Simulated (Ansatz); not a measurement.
Consider a crystal of Ba3HfO in space group P4/mmm (No. 123), with Ba on 2f and 1c; Hf on 1a; O on 1b.

All numbers below come from DFT PBE, scalar-relativistic, plane waves, PAW in Ansatz. Cutoff 420 eV, Γ-centred mesh, Gaussian smearing, no spin polarisation.

Formation energies are uncorrected and refer to the elements' standard structures at the same level (O₂ as a molecule).

**Question.** Which cell and coordinates does it relax to?

**Answer.**

Space group P4/mmm (No. 123). a = 7.553 Å, b = 7.553 Å, c = 3.973 Å, α = 90.00°, β = 90.00°, γ = 90.00°
| atom | site | symmetry | x | y | z |
| --- | --- | --- | --- | --- | --- |
| Ba | 2f | mmm. | 0.0000 | 0.5000 | 0.0000 |
| Ba | 1c | 4/mmm | 0.5000 | 0.5000 | 0.0000 |
| Hf | 1a | 4/mmm | 0.0000 | 0.0000 | 0.0000 |
| O | 1b | 4/mmm | 0.0000 | 0.0000 | 0.5000 |

Around Ba on a site of symmetry mmm lie 2 Hf at 3.78 Å, 4 Ba at 3.78–3.97 Å and 4 O at 4.27 Å; Ba on a site of symmetry 4/mmm is surrounded by 6 Ba at 3.78–3.97 Å; around Hf lie 2 O at 1.99 Å and 4 Ba at 3.78 Å; O is surrounded by 2 Hf at 1.99 Å, 2 O at 3.97 Å and 8 Ba at 4.27 Å. Another local minimum with the same sites may exist.

**Question.** And its energy and gap?

**Answer.** The energy over the elements is −0.30 eV/atom and the gap on the 6×6×10 mesh of the 5-atom cell is 0 eV (a metal).

The last run used Gaussian smearing of 0.10 eV. These runs have no spin–orbit coupling, which can matter for Hf. The cell is a metal run without spin; a magnetic state may lie lower. Symmetry constrained the relaxation, so the result can be a saddle point. Another cell of Ba3HfO relaxed alike, in P4/mmm, lies 0.40 eV/atom lower, so this cell isn't the stable form at this level.
